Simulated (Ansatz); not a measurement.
# What DFT gives for Zr₂Ni

```
Zr Ni
1.0
     0.00000    0.00000    5.30930
     3.28070   -3.28070    2.65465
     3.28070    3.28070   -2.65465
Zr Ni
4 2
Direct
  0.66290 0.50000 0.82580
  0.16290 0.17420 0.50000
  0.33710 0.50000 0.17420
  0.83710 0.82580 0.50000
  0.25000 0.00000 0.00000
  0.75000 0.00000 0.00000
```

Level: r2SCAN, no spin polarisation; 500 eV; 8×8×8 Γ-centred mesh; fermi-dirac occupations (width 0.0158 eV); Ansatz 0.2.0, fixed geometry.

- Formation energy: -0.30 eV an atom against the elements' usual phases (free molecules for gases, crystals otherwise, with no correction for O₂ or N₂), so it is bound against them; other compounds may still compete. Relaxing would lower it.
- At the Fermi level: It is a metal, with about 6.3 states/eV a cell as the mean within 0.25 eV of the Fermi level, mostly Zr d (71 %) and Ni d (13 %).
- Forces: The largest is on Zr1 (and as large on other atoms): 0.18 eV/Å, components (0.13, 0.13, 0.00). It makes 73° with the line to a nearest neighbour, Ni5 at 2.79 Å.
- Contacts: Ni–Ni at 2.65 Å: least valence density 0.29 e/Å³ and ELF 0.40 there. Zr–Ni at 2.79 Å: least valence density 0.24 e/Å³ and ELF 0.21 there. Zr–Zr at 3.02 Å: least valence density 0.17 e/Å³ and ELF 0.12 there. Both are smooth PAW fields, read partly inside the augmentation spheres.
- Stress: The pressure is -4.9 GPa (compression positive), so with the atoms held at these fractions the cell would first shrink.
- Charges: Bader charges in e: Zr +0.74, Ni -1.48. In the mean Zr gives up most and Ni takes most.

Origin: a database entry at a rescaled volume. Caveats: no spin polarisation, so a magnetic state may lie lower.
